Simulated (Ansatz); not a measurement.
Here is the system:

KBr:
```yaml
crystal:
  lattice:
    - [0.00000, 3.30442, 3.30442]
    - [3.30442, 0.00000, 3.30442]
    - [3.30442, 3.30442, 0.00000]
  atoms:
    - { symbol: K, position: [0.00000, 0.00000, 0.00000] }
    - { symbol: Br, position: [0.50000, 0.50000, 0.50000] }
```

This is the r²SCAN-relaxed structure.

**Question.** All from plane-wave PAW r²SCAN (Ansatz code), unless another level is named. Predict the band gap.

**Answer.** 5.07 eV (direct).

**Question.** Predict the hole effective mass, band 2 of 3 at the edge.

**Answer.** 3.8 along [100], 2.7 along [110], 3.0 along [111] (mₑ).

**Question.** What about the weight of the valence-edge state by species (Voronoi cells)?

**Answer.** Br 96 %, K 4 %.

Space group Fm-3m (rock salt). The r²SCAN relaxation kept the symmetry of its start; phonons on a q-mesh show no instability. Spin–orbit coupling is left out wherever it is not named.

Potentials: the later of the program's two PAW sets.
